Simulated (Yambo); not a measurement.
BSE-type run in Yambo on CdBr₂ (space group R-3m, No. 166), at zero momentum.

Quantum ESPRESSO step (PBEsol, PseudoDojo standard norm-conserving files, scalar-relativistic):
```
&CONTROL
  calculation = 'nscf'
  pseudo_dir = './pseudo'
  outdir = './out'
/
&SYSTEM
  ibrav = 0
  nat = 3
  ntyp = 2
  ecutwfc = 102.0
  ecutrho = 408.0
  occupations = 'fixed'
  force_symmorphic = .true.
  nbnd = 54
/
&ELECTRONS
  conv_thr = 3.0000000000000004e-09
  diago_full_acc = .true.
  diago_thr_init = 1e-08
/
ATOMIC_SPECIES
Br 79.9040 Br.upf
Cd 112.4140 Cd.upf
CELL_PARAMETERS angstrom
  1.998590696840   1.153886876821   6.304485733000
 -1.998590696840   1.153886876821   6.304485733000
 -0.000000000000  -2.307773753641   6.304485733000
ATOMIC_POSITIONS crystal
Br   0.750000353900   0.750000353900   0.750000353900
Br   0.249999646100   0.249999646100   0.249999646100
Cd   0.000000000000   0.000000000000   0.000000000000
K_POINTS automatic
6 6 6 0 0 0
```

Yambo input:
```
rim_cut
optics
bse
bss
dipoles
em1s
RandQpts= 1000000
RandGvec= 1 Ry
FFTGvecs= 40 Ry
Chimod= "HARTREE"
BSKmod= "SEX"
BSEmod= "resonant"
BSSmod= "hs"
BSENGexx= 15 Ry
BSENGBlk= 4 Ry
% KfnQP_E
 1.724 | 1.0 | 1.0 |
%
% BSEQptR
 1 | 1 |
%
% BSEBands
 10 | 22 |
%
% BEnRange
 0.0 | 12.1 | eV
%
% BDmRange
 0.15 | 0.15 | eV
%
BEnSteps= 242
% BLongDir
 0.0 | 0.0 | 1.0 |
%
BSHayTrs= -0.02
BSSNEig= 24
WRbsWF
% BndsRnXs
 5 | 50 |
%
NGsBlkXs= 4 Ry
% LongDrXs
 1.0 | 1.0 | 1.0 |
%
```

From the report:

The dimension is k points × valence × conduction bands = 216 × 8 × 5 = 8640.
```
  [SLEPC] Approach                          : Krylov-Schur
  [SLEPC] Number of requested eigenvalues   :  24
  [SLEPC] Number of eigenvalues        [NEV]:  24
   [K] Dimension                                    :   8640
   [K] Bands                                        :  10  22
   [K] Exchange res                                 : yes
   [K] Correlation res                              : yes
   [K] W interaction is bare                        : no
   [K] RL vectors exchange                          :   579
   [K] RL vectors correlation                       :   91
   [W] Matrix size                                  :   91
   [W] Bands                                        :    5   50
   [W] Coulomb Cutoff                               : none
   [W] Hxc Kernel                                   : HARTREE
```

Spin-orbit coupling is not included.

Geometry relaxed with PBE+D3(BJ).
